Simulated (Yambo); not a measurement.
G0W0@PBEsol for Rb$_{2}$NaAlF$_{6}$ (space group Fm-3m, No. 225) in Yambo. Reference settings: 2×2×2 Γ-centred k mesh, bands 2 to 286 and a 8 Ry block in the screening, 286 bands in G with the Bruneval-Gonze terminator, plasmon pole fitted at 27.2 eV. The PBEsol gap Γ → Γ on this mesh is 6.65 eV; G0W0 gaps are taken between the same points.

With and without the terminator, as bands are cut:

```tsv
bands in G (in W)	gap, terminator (eV)	gap, none (eV)	valence shift, terminator (eV)	valence shift, none (eV)
73 (73)	11.244	11.155	-2.602	-2.313
110 (110)	10.881	10.750	-2.555	-2.257
160 (160)	10.745	10.603	-2.597	-2.322
222 (222)	10.694	10.561	-2.640	-2.403
286 (286)	10.672	10.556	-2.661	-2.461
```

Over this range the gap spans 0.572 eV with the terminator and 0.599 eV without, the valence shift 0.106 eV and 0.204 eV. Neither column has reached its limit for certain.

Geometry of the Materials Project entry, not relaxed at this level; primitive cell a = 5.975 Å, b = 5.975 Å, c = 5.975 Å, α = 60.00°, β = 60.00°, γ = 60.00°.

The structure is a Materials Project entry; no match was found in the copy of COD used, and its stability was not checked.

A shift is the quasiparticle energy of the state minus its PBEsol energy.
